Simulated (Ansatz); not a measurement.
Zn₂AsP₃ on the sites of Ca2ZnGa3 (No. 8): a relaxation of cell and atoms in the plane-wave code Ansatz (PBEsol). It starts from a guessed cell.

```yaml
crystal:
  lattice:
    - [5.43716487, -2.29768379, 0.0]
    - [5.43716487, 2.29768379, 0.0]
    - [-5.20273722, 0.0, 5.46305387]
  atoms:
    - { symbol: Zn, position: [0.54191781, 0.54191781, 0.79209152] }
    - { symbol: Zn, position: [0.45682906, 0.45682906, 0.20799813] }
    - { symbol: As, position: [0.16688537, 0.16688537, 0.60597549] }
    - { symbol: P, position: [0.83997636, 0.83997636, 0.39711084] }
    - { symbol: P, position: [0.83475948, 0.83475948, 0.77884633] }
    - { symbol: P, position: [0.15963193, 0.15963193, 0.21797769] }
kpoints:
  mp_grid: { grid: [6, 6, 4] }
hamiltonian:
  xc: pbesol
scf:
  occupations: { method: fermi_dirac, width: 0.03 }
relax:
  f_tol: 0.01
  cell: {}
  max_steps: 120
output:
  write_density: true
  write_potential: true
  elf: true
  volumetric_format: npy
```

The trajectory has 19 recorded frames, each with positions in Å and forces in eV/Å. The last, and any step after a large change of cell, is solved on a basis re-selected at its cell; pressure is positive in compression.

Step 1: energy 0.0 meV/atom from step 1, largest force component 0.509 eV/Å, pressure -11.48 GPa
```xyz
6
Lattice="5.4372 -2.2977 0.0000 5.4372 2.2977 0.0000 -5.2027 0.0000 5.4631" Properties=species:S:1:pos:R:3:forces:R:3 pbc="T T T"
Zn    1.7719    0.0000    4.3272    0.0180    0.0000   -0.0134
Zn    3.8856    0.0000    1.1363    0.0299    0.0000   -0.0394
As   -1.3380    0.0000    3.3105    0.1754    0.0000   -0.2981
P     7.0681    0.0000    2.1694   -0.5094    0.0000    0.0967
P     5.0253    0.0000    4.2549    0.4718    0.0000   -0.0428
P     0.6018    0.0000    1.1908   -0.1856    0.0000    0.2969
```

Step 2: energy -193.9 meV/atom from step 1, largest force component 0.560 eV/Å, pressure -8.15 GPa
```xyz
6
Lattice="5.1946 -2.2146 -0.0116 5.1946 2.2146 -0.0116 -4.9822 0.0000 5.2139" Properties=species:S:1:pos:R:3:forces:R:3 pbc="T T T"
Zn    1.7102    0.0000    4.1348    0.0397    0.0000    0.0676
Zn    3.6904    0.0000    1.0498   -0.0341    0.0000   -0.0887
As   -1.2684    0.0000    3.1130   -0.1057    0.0000   -0.1172
P     6.6886    0.0000    2.0738   -0.4510    0.0000    0.0126
P     4.8550    0.0000    4.0304    0.5603    0.0000    0.1294
P     0.5449    0.0000    1.1704   -0.0091    0.0000   -0.0037
```

Step 3: energy -300.6 meV/atom from step 1, largest force component 0.414 eV/Å, pressure -3.29 GPa
```xyz
6
Lattice="4.9730 -2.1797 -0.0002 4.9730 2.1797 -0.0002 -4.7588 0.0000 4.9397" Properties=species:S:1:pos:R:3:forces:R:3 pbc="T T T"
Zn    1.6599    0.0000    3.9477    0.0871    0.0000    0.1780
Zn    3.5209    0.0000    0.9872   -0.1547    0.0000   -0.1529
As   -1.2242    0.0000    2.9453   -0.4142    0.0000    0.2689
P     6.3435    0.0000    1.9793   -0.2886    0.0000   -0.2794
P     4.7344    0.0000    3.8521    0.4130    0.0000    0.1540
P     0.5272    0.0000    1.1063    0.3574    0.0000   -0.1687
```

Step 4: energy -363.2 meV/atom from step 1, largest force component 0.796 eV/Å, pressure +1.32 GPa
```xyz
6
Lattice="4.7845 -2.2047 -0.0083 4.7845 2.2047 -0.0083 -4.5865 0.0000 4.6817" Properties=species:S:1:pos:R:3:forces:R:3 pbc="T T T"
Zn    1.6170    0.0000    3.7751    0.1679    0.0000    0.1495
Zn    3.3432    0.0000    0.9035   -0.2440    0.0000   -0.0542
As   -1.2377    0.0000    2.8326   -0.3761    0.0000    0.3573
P     6.0420    0.0000    1.7988   -0.1710    0.0000   -0.7964
P     4.6222    0.0000    3.6548   -0.0613    0.0000   -0.0177
P     0.5605    0.0000    1.0306    0.6843    0.0000    0.3614
```

Step 5: energy -408.0 meV/atom from step 1, largest force component 0.490 eV/Å, pressure +3.11 GPa
```xyz
6
Lattice="4.6603 -2.2772 -0.0309 4.6603 2.2772 -0.0309 -4.4905 0.0000 4.4972" Properties=species:S:1:pos:R:3:forces:R:3 pbc="T T T"
Zn    1.6161    0.0000    3.6343    0.2015    0.0000   -0.2774
Zn    3.1696    0.0000    0.8537    0.0265    0.0000    0.1029
As   -1.2881    0.0000    2.7685   -0.0839    0.0000   -0.0790
P     5.8272    0.0000    1.5386   -0.4904    0.0000   -0.1705
P     4.5092    0.0000    3.4767    0.0303    0.0000    0.0588
P     0.6564    0.0000    1.0341    0.3160    0.0000    0.3653
```

Step 6: energy -428.4 meV/atom from step 1, largest force component 0.348 eV/Å, pressure -0.10 GPa
```xyz
6
Lattice="4.6549 -2.3093 -0.0605 4.6549 2.3093 -0.0605 -4.5151 0.0000 4.5988" Properties=species:S:1:pos:R:3:forces:R:3 pbc="T T T"
Zn    1.6530    0.0000    3.6135    0.1285    0.0000    0.1000
Zn    3.1521    0.0000    0.8594    0.1487    0.0000   -0.0477
As   -1.3524    0.0000    2.8222   -0.0236    0.0000    0.0449
P     5.7217    0.0000    1.4713   -0.3476    0.0000   -0.1465
P     4.4978    0.0000    3.5456    0.0367    0.0000    0.0872
P     0.7121    0.0000    1.1210    0.0572    0.0000   -0.0380
```

Step 7: energy -438.9 meV/atom from step 1, largest force component 0.228 eV/Å, pressure -0.06 GPa
```xyz
6
Lattice="4.6766 -2.2982 -0.1234 4.6766 2.2982 -0.1234 -4.5990 0.0000 4.6481" Properties=species:S:1:pos:R:3:forces:R:3 pbc="T T T"
Zn    1.7739    0.0000    3.6250    0.0397    0.0000    0.1013
Zn    3.1243    0.0000    0.7763    0.1203    0.0000   -0.0838
As   -1.4411    0.0000    2.7971    0.0747    0.0000    0.1367
P     5.6096    0.0000    1.3721   -0.2283    0.0000   -0.1163
P     4.4770    0.0000    3.4964   -0.1447    0.0000    0.0394
P     0.7193    0.0000    1.1371    0.1384    0.0000   -0.0773
```

Step 8: energy -449.0 meV/atom from step 1, largest force component 0.343 eV/Å, pressure +0.60 GPa
```xyz
6
Lattice="4.6879 -2.3050 -0.2225 4.6879 2.3050 -0.2225 -4.7093 0.0000 4.6958" Properties=species:S:1:pos:R:3:forces:R:3 pbc="T T T"
Zn    1.8494    0.0000    3.5998   -0.2396    0.0000    0.2137
Zn    3.1234    0.0000    0.6397   -0.2671    0.0000   -0.1095
As   -1.5362    0.0000    2.7588    0.1317    0.0000    0.1154
P     5.4275    0.0000    1.2237    0.1199    0.0000   -0.0192
P     4.3525    0.0000    3.4026   -0.0882    0.0000   -0.2903
P     0.7830    0.0000    1.1279    0.3433    0.0000    0.0901
```

Step 9: energy -462.4 meV/atom from step 1, largest force component 0.451 eV/Å, pressure +0.18 GPa
```xyz
6
Lattice="4.8465 -2.2921 -0.2916 4.8465 2.2921 -0.2916 -4.9305 0.0000 4.6661" Properties=species:S:1:pos:R:3:forces:R:3 pbc="T T T"
Zn    1.7966    0.0000    3.5666   -0.0250    0.0000    0.0334
Zn    3.2395    0.0000    0.5024   -0.0507    0.0000    0.0246
As   -1.5928    0.0000    2.6537    0.1293    0.0000    0.0028
P     5.5214    0.0000    1.1692   -0.0172    0.0000    0.1984
P     4.3508    0.0000    3.2897    0.0096    0.0000   -0.4510
P     0.9720    0.0000    1.0673   -0.0459    0.0000    0.1918
```

Step 10: energy -471.8 meV/atom from step 1, largest force component 0.475 eV/Å, pressure -0.62 GPa
```xyz
6
Lattice="5.0635 -2.2611 -0.4199 5.0635 2.2611 -0.4199 -5.2670 0.0000 4.7060" Properties=species:S:1:pos:R:3:forces:R:3 pbc="T T T"
Zn    1.7774    0.0000    3.5277   -0.0092    0.0000    0.0132
Zn    3.3648    0.0000    0.3625   -0.1517    0.0000    0.1449
As   -1.6769    0.0000    2.5778    0.2623    0.0000    0.0267
P     5.6776    0.0000    1.0723   -0.2112    0.0000    0.0299
P     4.3812    0.0000    3.0439    0.4747    0.0000   -0.3057
P     1.0557    0.0000    1.0144   -0.3649    0.0000    0.0911
```

Step 11: energy -491.5 meV/atom from step 1, largest force component 0.392 eV/Å, pressure -0.35 GPa
```xyz
6
Lattice="5.1558 -2.2456 -0.5190 5.1558 2.2456 -0.5190 -5.4549 0.0000 4.8009" Properties=species:S:1:pos:R:3:forces:R:3 pbc="T T T"
Zn    1.7595    0.0000    3.5701    0.1099    0.0000   -0.1074
Zn    3.3198    0.0000    0.3229   -0.3922    0.0000   -0.0452
As   -1.6413    0.0000    2.6111   -0.0170    0.0000    0.3429
P     5.7335    0.0000    0.9335   -0.2565    0.0000   -0.0197
P     4.4847    0.0000    2.8061    0.2036    0.0000   -0.1120
P     0.9136    0.0000    1.0449    0.3522    0.0000   -0.0584
```

Step 12: energy -510.2 meV/atom from step 1, largest force component 0.228 eV/Å, pressure +1.60 GPa
```xyz
6
Lattice="5.0534 -2.2757 -0.6356 5.0534 2.2757 -0.6356 -5.4741 0.0000 4.8835" Properties=species:S:1:pos:R:3:forces:R:3 pbc="T T T"
Zn    1.7994    0.0000    3.4570   -0.0770    0.0000    0.1056
Zn    3.0507    0.0000    0.2525    0.0671    0.0000   -0.1756
As   -1.6326    0.0000    2.7258   -0.0928    0.0000    0.1470
P     5.4786    0.0000    0.7083   -0.0159    0.0000   -0.1521
P     4.3445    0.0000    2.6033    0.2282    0.0000    0.1613
P     0.8573    0.0000    1.0900   -0.1096    0.0000   -0.0863
```

Step 13: energy -513.4 meV/atom from step 1, largest force component 0.285 eV/Å, pressure -0.47 GPa
```xyz
6
Lattice="5.1387 -2.2882 -0.7081 5.1387 2.2882 -0.7081 -5.6286 0.0000 5.0075" Properties=species:S:1:pos:R:3:forces:R:3 pbc="T T T"
Zn    1.8013    0.0000    3.5106   -0.0442    0.0000   -0.0248
Zn    3.0555    0.0000    0.2099   -0.0888    0.0000   -0.1149
As   -1.6868    0.0000    2.8235   -0.0243    0.0000    0.1793
P     5.4987    0.0000    0.6024    0.0637    0.0000   -0.1570
P     4.4508    0.0000    2.5270   -0.1286    0.0000    0.2849
P     0.8269    0.0000    1.1007    0.2224    0.0000   -0.1672
```

Step 14: energy -514.5 meV/atom from step 1, largest force component 0.368 eV/Å, pressure -0.92 GPa
```xyz
6
Lattice="5.1312 -2.2839 -0.6944 5.1312 2.2839 -0.6944 -5.6076 0.0000 5.0244" Properties=species:S:1:pos:R:3:forces:R:3 pbc="T T T"
Zn    1.7737    0.0000    3.5142   -0.0500    0.0000    0.0326
Zn    3.0788    0.0000    0.2069   -0.0754    0.0000    0.0192
As   -1.7016    0.0000    2.8768    0.0831    0.0000   -0.0014
P     5.4814    0.0000    0.6112   -0.0236    0.0000    0.2926
P     4.4522    0.0000    2.6254    0.0967    0.0000   -0.3679
P     0.8795    0.0000    1.0721   -0.0309    0.0000    0.0248
```

Step 15: energy -517.1 meV/atom from step 1, largest force component 0.114 eV/Å, pressure +0.21 GPa
```xyz
6
Lattice="5.1200 -2.2590 -0.7265 5.1200 2.2590 -0.7265 -5.6292 0.0000 5.0842" Properties=species:S:1:pos:R:3:forces:R:3 pbc="T T T"
Zn    1.6821    0.0000    3.5333   -0.0126    0.0000   -0.0074
Zn    3.0713    0.0000    0.1961   -0.0724    0.0000   -0.0371
As   -1.7138    0.0000    2.9311    0.0058    0.0000    0.0078
P     5.4775    0.0000    0.6124    0.0863    0.0000   -0.0771
P     4.4491    0.0000    2.5662   -0.0625    0.0000    0.1142
P     0.8665    0.0000    1.0548    0.0553    0.0000   -0.0002
```

Step 16: energy -517.4 meV/atom from step 1, largest force component 0.030 eV/Å, pressure -0.07 GPa
```xyz
6
Lattice="5.0958 -2.2672 -0.6938 5.0958 2.2672 -0.6938 -5.5732 0.0000 5.0531" Properties=species:S:1:pos:R:3:forces:R:3 pbc="T T T"
Zn    1.6909    0.0000    3.5465   -0.0028    0.0000   -0.0060
Zn    3.0625    0.0000    0.2049    0.0093    0.0000    0.0030
As   -1.6769    0.0000    2.9143   -0.0230    0.0000    0.0044
P     5.4746    0.0000    0.6507   -0.0177    0.0000    0.0302
P     4.4350    0.0000    2.6154    0.0248    0.0000   -0.0115
P     0.8690    0.0000    1.0648    0.0093    0.0000   -0.0203
```

Step 17: energy -517.5 meV/atom from step 1, largest force component 0.012 eV/Å, pressure -0.02 GPa
```xyz
6
Lattice="5.1008 -2.2645 -0.7099 5.1008 2.2645 -0.7099 -5.5942 0.0000 5.0727" Properties=species:S:1:pos:R:3:forces:R:3 pbc="T T T"
Zn    1.6749    0.0000    3.5427   -0.0044    0.0000   -0.0016
Zn    3.0633    0.0000    0.1943    0.0105    0.0000   -0.0029
As   -1.6963    0.0000    2.9237    0.0036    0.0000    0.0084
P     5.4742    0.0000    0.6375   -0.0055    0.0000    0.0122
P     4.4334    0.0000    2.6002    0.0067    0.0000   -0.0119
P     0.8726    0.0000    1.0600   -0.0110    0.0000   -0.0042
```

Step 18: energy -517.5 meV/atom from step 1, largest force component 0.008 eV/Å, pressure 0.00 GPa
```xyz
6
Lattice="5.0987 -2.2643 -0.7092 5.0987 2.2643 -0.7092 -5.5914 0.0000 5.0737" Properties=species:S:1:pos:R:3:forces:R:3 pbc="T T T"
Zn    1.6698    0.0000    3.5430   -0.0004    0.0000   -0.0002
Zn    3.0647    0.0000    0.1956   -0.0022    0.0000    0.0014
As   -1.6957    0.0000    2.9271    0.0005    0.0000    0.0023
P     5.4751    0.0000    0.6411   -0.0005    0.0000    0.0003
P     4.4330    0.0000    2.6014   -0.0051    0.0000   -0.0023
P     0.8710    0.0000    1.0577    0.0076    0.0000   -0.0015
```

Step 19: energy -516.9 meV/atom from step 1, largest force component 0.008 eV/Å, pressure -0.01 GPa
```xyz
6
Lattice="5.0987 -2.2643 -0.7092 5.0987 2.2643 -0.7092 -5.5914 0.0000 5.0737" Properties=species:S:1:pos:R:3:forces:R:3 pbc="T T T"
Zn    1.6698    0.0000    3.5430   -0.0005    0.0000    0.0000
Zn    3.0647    0.0000    0.1956   -0.0028    0.0000    0.0012
As   -1.6957    0.0000    2.9271    0.0008    0.0000    0.0021
P     5.4751    0.0000    0.6411    0.0001    0.0000    0.0004
P     4.4330    0.0000    2.6014   -0.0052    0.0000   -0.0024
P     0.8710    0.0000    1.0577    0.0076    0.0000   -0.0012
```

The walk took 18 steps and changed the volume by -27.3 %. The last SCF, on a fresh basis, lies 517 meV an atom below the first. Final cell: it is monoclinic, Cm (No. 8); conventional cell a = 8.784 Å, b = 4.529 Å, c = 5.880 Å, β = 122.0°, 16.53 Å³ an atom. Zn is surrounded by 3 P at 2.61–2.92 Å and 2 Zn at 2.64 Å; Zn is surrounded by 3 P at 2.36–2.77 Å and 1 As at 2.49 Å and 2 Zn at 2.64 Å; As is surrounded by 1 Zn at 2.49 Å and 2 P at 2.52 Å; P is surrounded by 3 P at 2.22–2.34 Å and 2 Zn at 2.45–2.81 Å; P is surrounded by 2 P at 2.22–2.36 Å and 2 As at 2.52 Å and 2 Zn at 2.77–2.92 Å; P is surrounded by 3 P at 2.34–2.36 Å and 2 Zn at 2.36–2.61 Å.

Command: `ansatz run input.yaml --threads 2 --pin off --max-ram 29491MiB --backend cpu --events-out ev --progress --plain --runs-dir out`. It took 3.4 min on 2 threads of AMD EPYC 7R13 Processor (Zen 3), with other jobs on the host, load about 1.6 per core; peak host memory 0.65 GiB.

Note: simulated data, non-magnetic, for a generated structure that need not be the stable one.

Overlapping bands make a metal at that level, for which these meshes are coarse; small forces, stresses and energy differences are uncertain.
